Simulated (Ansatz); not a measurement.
Below is a relaxed structure of HfB. The cell was reached from a generator's guess, though it ends in a space group that the Crystallography Open Database lists for this formula.

Method: Ansatz, DFT PBE, scalar-relativistic, plane waves, PAW. Cutoff 420 eV, Γ-centred mesh, Gaussian smearing, no spin polarisation.

```
Hf B
1.0
     0.00000    2.41699    2.41699
     2.41699    0.00000    2.41699
     2.41699    2.41699    0.00000
Hf B
1 1
Direct
  0.50000 0.50000 0.50000
  0.00000 0.00000 0.00000
```

The zero of energy is the elements' standard structures at the same level; no fitted shifts are applied.

Problem. What space group does it have?

Solution. Fm-3m (No. 225), the rock salt type. Conventional cell: a = 4.834 Å. Hf is surrounded by 6 B at 2.42 Å; B has 6 Hf at 2.42 Å.

Problem. What is its formation energy per atom?

Solution. −0.42 eV/atom. Whether it is stable depends on the other phases of the system, which aren't compared here.

Problem. Is it a metal?

Solution. Yes, bands cross the Fermi level on the 24×24×24 mesh.

The last run used a 24×24×24 mesh for its 2-atom cell and Gaussian smearing of 0.10 eV. These runs have no spin–orbit coupling, which can matter for Hf. The cell is a metal run without spin; a magnetic state may lie lower. Symmetry constrained the relaxation, so the result can be a saddle point.
